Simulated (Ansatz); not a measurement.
A zone-centre phonon calculation by perturbation theory of TiSn₃O₈ on the sites of the rutile structure (relaxed group Cmmm) with the PAW code Ansatz, at the level PBEsol. The geometry is the PBEsol minimum.

The input:
```yaml
crystal:
  lattice:
    - [3.3364863976, -3.3415802771, 0.0]
    - [3.3364863976, 3.3415802771, 0.0]
    - [0.0, 0.0, 6.3078899526]
  atoms:
    - { symbol: Sn, position: [0.5, 0.5, 0.0] }
    - { symbol: Sn, position: [0.0, 0.0, 0.7452799606] }
    - { symbol: O, position: [0.1940237701, 0.1940237701, 0.0] }
    - { symbol: O, position: [0.8059762299, 0.8059762299, 0.0] }
    - { symbol: O, position: [0.6900481917, 0.3099518083, 0.7384868778] }
    - { symbol: O, position: [0.3099518083, 0.6900481917, 0.7384868778] }
    - { symbol: Ti, position: [0.5, 0.5, 0.5] }
    - { symbol: Sn, position: [0.0, 0.0, 0.2547200394] }
    - { symbol: O, position: [0.2035634069, 0.2035634069, 0.5] }
    - { symbol: O, position: [0.7964365931, 0.7964365931, 0.5] }
    - { symbol: O, position: [0.6900481917, 0.3099518083, 0.2615131222] }
    - { symbol: O, position: [0.3099518083, 0.6900481917, 0.2615131222] }
kpoints:
  mp_grid: { grid: [4, 4, 4] }
hamiltonian:
  xc: pbesol
scf:
  occupations: { method: fixed }
phonons:
  method: dfpt
  dielectric: true
  qpoints: [[0, 0, 0]]
  rigid_motions: translations
```

It took 2.1 min on 1 × NVIDIA H100 80GB HBM3 with 2 threads of AMD EPYC 7R13 Processor (Zen 3), on a shared host, load about 2.0 per core; peak host memory 2.9 GiB.

Main lines of the log:
```
Functional definition: PBEsol
Crystal: 12 atoms, lattice volume = 140.655 Å³
Basis set: ecut = 420 eV, 2757 PW (Γ)
Bands: 63, of which v1, the nominal top of the filled ones, is band 51 counted from 1 (50 counted from 0)
Symmetry: 8 space group operations
k-points: 36 of 64 (irreducible under 1 space group operation, time reversal used)
SCF iter   1: HF=-24814.199282 eV  Δρ=1.61e-2  dr2=2.94e-1
preconditioner: auto → Resta (q_TF=auto, 2.586 Å⁻¹)  ε∞=4.4  [insulator: Δε(μ)=1.693 eV  ℏωp=30.4 eV]
SCF iter   2: HF=-24814.127086 eV  Δρ=4.52e-3  dr2=3.00e-2
SCF iter   3: HF=-24814.122302 eV  Δρ=1.74e-3  dr2=3.81e-3
SCF iter   4: HF=-24814.122045 eV  Δρ=8.24e-4  dr2=8.89e-4
SCF iter   5: HF=-24814.122020 eV  Δρ=3.98e-4  dr2=1.80e-4
SCF iter   6: HF=-24814.121698 eV  Δρ=9.06e-5  dr2=9.88e-6
SCF iter   7: HF=-24814.122288 eV  Δρ=3.39e-5  dr2=1.31e-6
SCF iter   8: HF=-24814.122289 eV  Δρ=2.41e-5  dr2=7.14e-7
SCF iter   9: HF=-24814.122289 eV  Δρ=4.00e-6  dr2=2.06e-8
SCF iter  10: HF=-24814.122289 eV  Δρ=1.21e-6  dr2=2.42e-9
SCF iter  11: HF=-24814.122289 eV  Δρ=3.28e-7  dr2=1.42e-10
SCF iter  12: HF=-24814.122289 eV  Δρ=2.76e-7  dr2=1.07e-10
SCF iter  13: HF=-24814.122289 eV  Δρ=1.74e-7  dr2=5.37e-11
SCF 1 converged in 13 iterations: F = -24814.122289 eV  dr2 = 5.37e-11
SCF 1 converged in 6 iterations: F = -24813.932285 eV  dr2 = 3.43e-8
WARN: field response: ε∞ stands inside a basis, on 4×4×4 points; the force constants stand on the 4×4×4 k-mesh, whose period is 11.60 times the interband length at k = (0.0000, 0.0000, 0.0000), direct gap 2.030 eV, under 14 […]
Free energy (F): -24814.122289 eV
Fermi energy:    9.157440 eV
--- Phonons (Γ-DFPT): 18 representative perturbations + reference ---
  Γ frequencies (cm⁻¹): 0.00 0.00 0.00 114.42 118.39 127.26 139.78 174.34 207.27 210.95 233.07 260.62 261.45 278.32 280.73 296.06 307.26 310.70 340.82 369.80 376.26 405.49 446.14 463.72 478.32 525.63 535.04 540.27 547.56 569.64 574.86 583.31 590.78 646.71 690.75 744.44
  ε∞ (high-frequency dielectric tensor):
        5.184559     0.000000     0.000000
        0.000000     4.825881     0.000000
        0.000000     0.000000     5.632782
  ε⁰ (static dielectric tensor: ions relaxed, cell fixed):
       23.997205     0.000000     0.000000
        0.000000    21.232922     0.000000
        0.000000     0.000000    19.782281
  ε⁰ − ε∞ (ionic part):
       18.812646     0.000000     0.000000
        0.000000    16.407041     0.000000
        0.000000     0.000000    14.149499
  Born effective charges Z* (e; rows j = field, columns β = displacement):
    site 0:
         4.43384    0.00000    0.00000
         0.00000    3.04676    0.00000
         0.00000    0.00000    5.46396
    site 1:
         4.26561    0.00000    0.00000
         0.00000    5.01917    0.00000
         0.00000    0.00000    4.49079
    site 2:
        -2.80958    0.00000    0.00000
         0.00000   -1.35346    0.00000
         0.00000    0.00000   -2.58831
    site 3:
        -2.80958    0.00000    0.00000
         0.00000   -1.35346    0.00000
         0.00000    0.00000   -2.58831
    site 4:
        -1.34299    0.00000    0.00000
         0.00000   -3.14915    0.59531
         0.00000    0.66416   -2.99163
    site 5:
        -1.34299    0.00000    0.00000
         0.00000   -3.14915   -0.59531
         0.00000   -0.66416   -2.99163
    site 6:
         6.38118    0.00000    0.00000
         0.00000    4.87172    0.00000
         0.00000    0.00000    6.54926
    site 7:
         4.26561    0.00000    0.00000
         0.00000    5.01917    0.00000
         0.00000    0.00000    4.49079
    site 8:
        -4.17756    0.00000    0.00000
         0.00000   -1.32665    0.00000
         0.00000    0.00000   -1.92583
    site 9:
        -4.17756    0.00000    0.00000
         0.00000   -1.32665    0.00000
         0.00000    0.00000   -1.92583
    site 10:
        -1.34299    0.00000    0.00000
         0.00000   -3.14915   -0.59531
         0.00000   -0.66416   -2.99163
    site 11:
        -1.34299    0.00000    0.00000
         0.00000   -3.14915    0.59531
         0.00000    0.66416   -2.99163
  ε∞ is read to err by 3.6e-2, Z* by 7.0e-2 e
  optical modes at Γ without the LO–TO term, one row a degenerate level:
      ω (cm⁻¹)  modes    IR ((D/Å)²/amu)
        114.42      1             1.6782
        118.39      1             0.0000
        127.26      1             0.0000
        139.78      1             2.3948
        174.34      1             0.0000
        207.27      1             8.6953
        210.95      1            27.6669
        233.07      1            37.1658
        260.62      1             0.0000
        261.45      1             8.9712
        278.32      1             0.0000
        280.73      1             0.0000
        296.06      1             0.0000
        307.26      1            16.1589
        310.70      1             0.0532
        340.82      1             6.9540
        369.80      1             0.0000
        376.26      1           103.5672
        405.49      1             0.0000
        446.14      1             7.0005
        463.72      1             0.0000
        478.32      1            22.5339
        525.63      1             4.6935
        535.04      1            47.2709
        540.27      1             0.0000
        547.56      1             0.0000
        569.64      1             0.0000
        574.86      1             0.0049
        583.31      1             0.0000
        590.78      1            29.4662
        646.71      1             0.8849
        690.75      1             0.0000
        744.44      1             0.0000
  optical modes at Γ + LO–TO along q̂ = [1.0000, 0.0000, 0.0000]:
      ω (cm⁻¹)  modes    IR ((D/Å)²/amu)
        114.42      1             1.6782
        118.39      1             0.0000
        127.26      1             0.0000
        139.78      1             2.3948
        174.34      1             0.0000
        210.95      1            27.6669
        211.61      1             0.0384
        260.62      1             0.0000
        261.45      1             8.9712
        278.32      1             0.0000
        280.73      1             0.0000
        282.31      1             0.8334
        296.06      1             0.0000
        310.70      1             0.0532
        340.82      1             6.9540
        369.80      1             0.0000
        376.26      1           103.5672
        385.91      1             7.9886
        405.49      1             0.0000
        446.14      1             7.0005
        463.72      1             0.0000
        525.63      1             4.6935
        526.81      1             7.0275
        535.04      1            47.2709
        540.27      1             0.0000
        547.56      1             0.0000
        569.64      1             0.0000
        574.86      1             0.0049
        583.31      1             0.0000
        646.71      1             0.8849
        690.75      1             0.0000
        743.00      1            98.1322
        744.44      1             0.0000
  optical modes at Γ + LO–TO along q̂ = [0.0000, 1.0000, 0.0000]:
      ω (cm⁻¹)  modes    IR ((D/Å)²/amu)
        118.39      1             0.0000
        118.89      1             0.0644
        127.26      1             0.0000
        139.78      1             2.3948
        174.34      1             0.0000
        207.27      1             8.6953
        233.07      1            37.1658
        246.31      1             0.3901
        260.62      1             0.0000
        278.32      1             0.0000
        280.73      1             0.0000
        296.06      1             0.0000
        307.26      1            16.1589
        310.34      1             0.0916
        331.05      1             6.8960
        340.82      1             6.9540
        369.80      1             0.0000
        376.26      1           103.5672
        405.49      1             0.0000
        457.36      1             1.3048
        463.72      1             0.0000
        478.32      1            22.5339
        525.63      1             4.6935
        540.27      1             0.0000
        547.56      1             0.0000
        569.64      1             0.0000
        574.86      1             0.0049
        583.31      1             0.0000
        590.78      1            29.4662
        646.71      1             0.8849
        690.75      1             0.0000
        713.44      1            83.8941
        744.44      1             0.0000
  optical modes at Γ + LO–TO along q̂ = [0.0000, 0.0000, 1.0000]:
      ω (cm⁻¹)  modes    IR ((D/Å)²/amu)
        114.42      1             1.6782
        118.39      1             0.0000
        127.26      1             0.0000
        146.10      1             0.1857
        174.34      1             0.0000
        207.27      1             8.6953
        210.95      1            27.6669
        233.07      1            37.1658
        260.62      1             0.0000
        261.45      1             8.9712
        278.32      1             0.0000
        280.73      1             0.0000
        296.06      1             0.0000
        307.26      1            16.1589
        310.70      1             0.0532
        342.98      1             0.0410
        369.80      1             0.0000
        405.49      1             0.0000
        446.14      1             7.0005
        463.72      1             0.0000
        478.32      1            22.5339
        516.70      1             2.2571
        535.04      1            47.2709
        540.27      1             0.0000
        547.56      1             0.0000
        569.64      1             0.0000
        574.84      1             0.0078
        583.31      1             0.0000
        590.78      1            29.4662
        638.47      1            14.1815
        690.75      1             0.0000
        690.80      1           101.8263
        744.44      1             0.0000
```

The zone-centre optical frequencies run from 114 to 744 cm⁻¹, none imaginary (the rest of the zone wasn't tested). The long-range field leaves the highest mode where it is. The program warns that the force constants, and all that is formed from them, aren't settled on this k mesh. The electronic dielectric tensor ε∞ is 5.18, 4.83 and 5.63 along x, y and z. With the ions relaxed, ε⁰ is 24.0, 21.2 and 19.8 along x, y and z. Born charges, averaged over directions: Sn +4.31 to +4.59, O -2.49 to -2.25, Ti +5.93 e. The program notes that the ground state's band table doesn't vouch for all the bands that the response reads.

Simulation only: spin-unpolarised, and no claim that this is the phase found in nature.

Spin-orbit coupling is left out, which matters wherever the heavy atoms make up the band edges.
